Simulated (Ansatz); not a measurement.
## Guessed and relaxed cells of GeB4P

The cell of GeB4P is invented: random cell by space group and Wyckoff sites (F-43m, No. 216). Its size is a rough estimate.

start:

Space group F-43m (No. 216). a = 8.294 Å, b = 8.294 Å, c = 8.294 Å, α = 90.00°, β = 90.00°, γ = 90.00°
| atom | site | symmetry | x | y | z |
| --- | --- | --- | --- | --- | --- |
| Ge | 4a | -43m | 0.0000 | 0.0000 | 0.0000 |
| B | 16e | .3m | 0.3657 | 0.1343 | 0.8657 |
| P | 4b | -43m | 0.5000 | 0.0000 | 0.0000 |

The calculation used DFT PBE, scalar-relativistic, plane waves, PAW (Ansatz 0.2.0). Cutoff 420 eV, Gaussian smearing, Γ-centred meshes. Cell and atoms relax first on a coarse mesh and then on a finer one. In between, the cell is made exact in the group found at 0.06 Å. In metals the finer mesh still leaves noise of several meV/atom or more. The steps can't lower the symmetry of their start. No spin polarisation.

end:

Space group F-43m (No. 216). a = 6.799 Å, b = 6.799 Å, c = 6.799 Å, α = 90.00°, β = 90.00°, γ = 90.00°
```csv
atom,site,symmetry,x,y,z
Ge,4a,-43m,0.0000,0.0000,0.0000
B,16e,.3m,0.8393,0.3393,0.1607
P,4b,-43m,0.5000,0.0000,0.0000
```

The symmetry stays F-43m (No. 216). The volume per atom shrinks by 44.9 %, from 23.8 to 13.1 Å³. The shortest distance goes from 1.93 Å (B–P) to 1.72 Å (B–B). The energy falls by about 1.8 eV/atom (the start's value is from the coarse mesh). The end is written in a standard setting, so origin, axes and order of atoms can differ from the start's.

```yaml
Volume_per_atom: 13.09 Å³
Density: 3.10 g/cm³
Energy_over_the_elements: +0.59 eV/atom
Gap_on_the_10×10×10_mesh_of_the_6-atom_cell: 0 eV (a metal)
```

Energies over the elements count from the elements' standard structures at the same level, with no fitted energy shifts. The references include black phosphorus. It can't be a ground state, since the elements alone are lower.

The last run used Gaussian smearing of 0.10 eV. The cell is a metal run without spin; a magnetic state may lie lower. The reference form of P is held partly by dispersion forces, which this level lacks. A structure relaxed within its symmetry needn't be a true minimum. In all, the 3 runs took 63 s on 1 thread of Arm Neoverse V1, with other jobs on the host. Another cell of GeB4P relaxed alike, in P2_1, lies 86 meV/atom lower, so this cell isn't the stable form at this level.
